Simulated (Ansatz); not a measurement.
AlCuGeSe$_{4}$ in space group I-4 (No. 82; Al on 2c, Cu on 2a, Ge on 2b, Se on 8g), r²SCAN (plane waves, PAW; program Ansatz), all energies at zero smearing, with the estimated change up to a 700 eV cutoff added, with one set of potentials and settings (totals compare only within such a set). Cell of 7 atoms (1 Al, 1 Cu, 1 Ge, 4 Se): -33391.062 eV.

```json
[
 {"element": "Al", "reference phase": "Fm-3m, 1 atoms in the cell", "E (eV/atom)": "-540.4083"},
 {"element": "Cu", "reference phase": "Fm-3m, 1 atoms in the cell", "E (eV/atom)": "-6631.2396"},
 {"element": "Ge", "reference phase": "Fd-3m, 2 atoms in the cell", "E (eV/atom)": "-4302.9041"},
 {"element": "Se", "reference phase": "P3_121, 3 atoms in the cell", "E (eV/atom)": "-5478.1269"}
]
```

Formation energy per atom, worked out: (-33391.062 − 1×(-540.4083) − 1×(-6631.2396) − 1×(-4302.9041) − 4×(-5478.1269))/7 = -0.572 eV/atom (-55 kJ per mol of atoms), at 0 K, without zero-point energy or fitted corrections.

The workflow started from a Materials Project entry (that database holds measured and hypothetical structures alike); the Crystallography Open Database copy checked does not list it. Whether it is the stable phase at ambient conditions was not checked. The r²SCAN relaxation kept the symmetry of its start; whether a distortion lowers the energy is not shown. No spin polarisation was allowed. The references are the lowest solids computed at this level, not always the standard phases.

Potentials: the later of the program's two PAW sets.
